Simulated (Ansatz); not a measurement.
## Trajectory cell Ba8Zr7HfO24 of cubic perovskite BaZrO3 alloyed with BaHfO3

Method: Ansatz 0.2.0, DFT, PBEsol, PAW, plane waves.

Command:

```sh
ansatz run in.yaml --threads 7 --pin off --max-ram 13300MiB --runs-dir r --events-out ev --progress --plain
```

The input less its lattice and atoms:

```yaml
accuracy: low
crystal:
  symmetry: { detect: false }
kpoints:
  mp_grid: { grid: [1, 1, 1], shift: [0.25, 0.25, 0.25] }
hamiltonian:
  xc: pbesol
scf:
  occupations: { method: fermi_dirac, width: 0.1 }
md:
  ensemble: nvt_langevin
  timestep: 2.5
  n_steps: 240
  temperature: 1200
  temperature_schedule: [{ n_steps: 120, end_temperature: 1200 }, { n_steps: 120, end_temperature: 1200 }]
  friction: 0.02
  initial_velocities: maxwell_boltzmann
  seed: 1
```

Start:

```
Ba Zr Hf O
1.0
     8.40743    0.00000    0.00000
     0.00000    8.40743    0.00000
     0.00000    0.00000    8.40743
Ba Zr Hf O
8 7 1 24
Direct
  0.99668 0.99460 0.00141
  0.99466 0.99740 0.49879
  0.00162 0.50129 0.99870
  0.00053 0.50082 0.50087
  0.50177 0.00548 0.99768
  0.50599 0.99997 0.50096
  0.50065 0.50037 0.99980
  0.49778 0.49817 0.50062
  0.24699 0.24880 0.25235
  0.25223 0.24926 0.74741
  0.25323 0.75222 0.25029
  0.24938 0.74946 0.75096
  0.75324 0.24592 0.24943
  0.74992 0.24934 0.75146
  0.74617 0.74933 0.75242
  0.74653 0.74953 0.25071
  0.25046 0.24867 0.00120
  0.25051 0.25078 0.50148
  0.25156 0.74818 0.00246
  0.24825 0.75192 0.49820
  0.74782 0.24769 0.00021
  0.74875 0.25468 0.50303
  0.75031 0.74736 0.99904
  0.74730 0.75379 0.50180
  0.00123 0.25154 0.24505
  0.99880 0.25000 0.74847
  0.99553 0.74998 0.24780
  0.00202 0.74799 0.75108
  0.50037 0.24998 0.25042
  0.49962 0.24958 0.74698
  0.50140 0.75026 0.24813
  0.49870 0.75130 0.75165
  0.24988 0.00403 0.25139
  0.24882 0.99903 0.75237
  0.25014 0.50098 0.24792
  0.24783 0.50087 0.74951
  0.74955 0.00074 0.24938
  0.75453 0.99751 0.74912
  0.75097 0.50024 0.24802
  0.75053 0.50412 0.74935
```

Some of the steps:

```csv
step,"free energy without the kinetic part, less step 39 (eV)",temperature (K),largest force component (eV/Å)
39,0.000,1057,3.01
79,1.250,1187,4.36
119,-1.189,1133,2.50
159,-0.212,1065,3.32
199,-0.544,1185,3.23
239,1.208,1211,3.08
```

Structure at step 159 of the program's count:

```
Ba Zr Hf O
1.0
     8.40743    0.00000    0.00000
     0.00000    8.40743    0.00000
     0.00000    0.00000    8.40743
Ba Zr Hf O
8 7 1 24
Direct
  0.98445 0.00280 0.02412
  0.00443 0.95931 0.50885
  0.00163 0.48005 0.96961
  0.99781 0.45741 0.51495
  0.49542 0.96867 0.99993
  0.48053 0.97632 0.48985
  0.46756 0.49277 0.01422
  0.49157 0.46459 0.52872
  0.25623 0.21601 0.25720
  0.23331 0.22258 0.76114
  0.23721 0.72385 0.26465
  0.24656 0.73923 0.74412
  0.75470 0.23690 0.25398
  0.75073 0.24727 0.76437
  0.74250 0.75526 0.77098
  0.75398 0.73923 0.26559
  0.28568 0.20704 0.00917
  0.24559 0.26464 0.51331
  0.27434 0.76446 0.99065
  0.25680 0.73057 0.50514
  0.72524 0.24858 0.00127
  0.79449 0.21207 0.49714
  0.74188 0.71434 0.01676
  0.75229 0.78422 0.51408
  0.00299 0.24495 0.19896
  0.00144 0.21468 0.75781
  0.99098 0.74503 0.27584
  0.00737 0.72304 0.74720
  0.48777 0.22770 0.26789
  0.49967 0.20340 0.73717
  0.48487 0.70760 0.27626
  0.50533 0.75616 0.73867
  0.20541 0.97037 0.29676
  0.22350 0.97447 0.76369
  0.22718 0.48551 0.22160
  0.25001 0.49488 0.75854
  0.73276 0.99315 0.23083
  0.76745 0.99256 0.80016
  0.72836 0.49013 0.25006
  0.73749 0.48657 0.70837
```

End:

```xyz
40
Lattice="8.4074 0.0000 0.0000 0.0000 8.4074 0.0000 0.0000 0.0000 8.4074" Properties=species:S:1:pos:R:3 pbc="T T T"
Ba    0.0516    8.1922    0.0475
Ba    0.1455    0.2405    4.2019
Ba    8.2000    4.3162    0.1345
Ba    8.2119    4.2685    4.4666
Ba    4.2002    8.1414    8.3435
Ba    4.2908    0.1835    4.1975
Ba    4.1095    4.3990    0.0520
Ba    4.1309    3.9286    4.2837
Zr    1.9856    2.2025    2.0183
Zr    1.8885    2.0767    6.5145
Zr    2.1784    6.3263    2.4544
Zr    2.1130    6.2447    6.6139
Zr    6.3182    1.9838    2.0177
Zr    6.2292    1.9252    6.4635
Zr    6.2154    6.2115    6.3009
Hf    6.2624    6.1693    2.2364
O     2.2799    1.4344    0.1392
O     1.6121    2.3452    4.4681
O     1.9463    6.3456    0.2680
O     2.3057    6.0776    4.4179
O     5.8084    1.8894    0.0895
O     6.4076    2.1360    4.3294
O     6.4482    6.2258    0.0959
O     6.2233    6.3458    4.3640
O     8.2904    1.8491    1.6721
O     8.3230    2.2737    6.7622
O     8.2985    6.2110    2.3311
O     8.2442    6.0478    6.3052
O     3.8969    2.1380    2.6597
O     4.2534    2.2598    6.3007
O     4.2307    5.9567    2.2382
O     4.1105    6.4332    6.5711
O     1.9272    8.2420    2.2145
O     1.7899    0.1401    6.4794
O     2.1212    4.0687    2.2664
O     2.1358    4.2511    6.8468
O     5.9475    0.1663    2.5506
O     6.2093    8.2895    6.3881
O     6.1859    4.0685    2.4089
O     6.2454    4.0944    6.7696
```

The run ended as planned.

Time: 12 min of wall time on 7 threads of a Neoverse-V2 processor, on a host shared with other runs; peak host memory 1.3 GiB.
